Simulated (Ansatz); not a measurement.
MgMn2Si4O12: field gradients at two levels of theory

Cell: a Materials Project structure (computed, not necessarily an observed phase).

```yaml
crystal:
  lattice:
    - [5.44620, 0.00000, 0.00000]
    - [1.51614, 6.28341, 0.00000]
    - [1.51335, 0.38829, 6.27589]
  atoms:
    - { symbol: Mg, position: [0.24277, 0.69867, 0.26864] }
    - { symbol: Mn, position: [0.24286, 0.07336, 0.89428] }
    - { symbol: Mn, position: [0.74275, 0.88818, 0.07945] }
    - { symbol: Si, position: [0.21654, 0.18771, 0.38126] }
    - { symbol: Si, position: [0.27114, 0.58643, 0.77995] }
    - { symbol: Si, position: [0.72335, 0.36155, 0.20370] }
    - { symbol: Si, position: [0.76425, 0.76391, 0.60608] }
    - { symbol: O, position: [0.42207, 0.35050, 0.33737] }
    - { symbol: O, position: [0.06731, 0.63195, 0.61546] }
    - { symbol: O, position: [0.55024, 0.61573, 0.62985] }
    - { symbol: O, position: [0.93932, 0.34023, 0.34950] }
    - { symbol: O, position: [0.20566, 0.06680, 0.61208] }
    - { symbol: O, position: [0.27983, 0.35549, 0.90053] }
    - { symbol: O, position: [0.83642, 0.85259, 0.35701] }
    - { symbol: O, position: [0.64869, 0.61059, 0.11535] }
    - { symbol: O, position: [0.82437, 0.17188, 0.03824] }
    - { symbol: O, position: [0.66180, 0.92971, 0.79569] }
    - { symbol: O, position: [0.31737, 0.00688, 0.19986] }
    - { symbol: O, position: [0.16826, 0.76825, 0.96072] }
```

Sites (sets of like atoms) are named by element and the number of their first atom in this list.

First run. Computed with Ansatz: DFT, PBE, plane waves and PAW, scalar-relativistic, collinear spin, 420 eV cutoff, Γ-centred 4×4×4 k-points, Fermi–Dirac smearing 0.02 eV. Start moments as typed (μB): 4 on each Mn, none on the rest.

```csv
site,atom,V_zz (10²¹ V/m²),η,m (μB)
Mg,1,1.61,0.22,0.00
Mn2,2,-6.04,0.18,3.15
Mn3,3,-3.71,0.02,-3.22
Si5,5,-2.44,0.42,0.00
Si6,6,-3.39,0.99,0.00
O8,8,8.60,0.53,0.01
O9,9,8.58,0.56,0.00
O10,10,9.62,0.11,0.00
O12,12,8.24,0.29,0.03
O13,13,8.27,0.29,0.03
O16,16,-7.15,0.96,0.03
O17,17,-7.22,0.95,0.03
O18,18,5.06,0.69,-0.05
O19,19,5.07,0.72,-0.05
```

Second run. The same atoms and settings, except that the functional is r2SCAN and the cutoff is 500 eV.

Task: What does the second run give?

Result: 

| site | atom | V_zz | η | change of V_zz | m (μB) |
| --- | --- | --- | --- | --- | --- |
| Mg | 1 | 1.54 | 0.20 | -0.07 | 0.00 |
| Mn2 | 2 | -6.67 | 0.20 | -0.63 | 3.28 |
| Mn3 | 3 | -3.96 | 0.00 | -0.25 | -3.34 |
| Si5 | 5 | -2.49 | 0.41 | -0.05 | 0.00 |
| Si6 | 6 | -3.41 | 0.99 | -0.02 | 0.00 |
| O8 | 8 | 8.55 | 0.53 | -0.05 | 0.01 |
| O9 | 9 | 8.54 | 0.56 | -0.04 | 0.01 |
| O10 | 10 | 9.56 | 0.11 | -0.06 | 0.00 |
| O12 | 12 | 8.33 | 0.31 | +0.09 | 0.02 |
| O13 | 13 | 8.36 | 0.30 | +0.09 | 0.02 |
| O16 | 16 | 7.23 | 0.99 | – | 0.04 |
| O17 | 17 | -7.28 | 0.99 | -0.06 | 0.04 |
| O18 | 18 | 5.05 | 0.72 | -0.01 | -0.06 |
| O19 | 19 | 5.06 | 0.74 | -0.01 | -0.06 |

The largest change of V_zz along a kept axis is on Mn2, from -6.04 to -6.67. In per cent, |V_zz| changes by -4 on Mg, +7 to +11 on Mn, +1 to +2 on Si, -1 to +1 on O (all sites that start above 0.5, bar those whose gradient vanishes or changes sign or whose main axis turns by over 40°). On O16 the largest principal value lies along another axis in the second run, so the two V_zz can't be compared directly. The table leaves out 5 of the 19 sites, with |V_zz| up to 9.59; their tensors move by 0.10 at most along any direction. The statements above cover all sites. The absolute magnetisation of the cell goes from 8.1 to 8.3 μB.

The moments were started parallel, and the run ended with some of them reversed. The program didn't check the stability of this electronic state in full, so a lower one may lie near. The magnetic order is the one that the run reached from its start moments, not necessarily the measured one.
For the first run: The largest force is 0.6 eV/Å, so the atoms aren't at the calculated equilibrium and relaxing them would move these values. With a gap of 0.3 eV on this mesh, the gradients can still move by some per cent as the k-mesh gets denser.
For the second run: At this cell the r2SCAN pressure is -7 GPa, so with r2SCAN the cell would shrink if it were relaxed. The entry's cell may itself be off. The largest force is 0.4 eV/Å, so the atoms aren't at the calculated equilibrium and relaxing them would move these values.
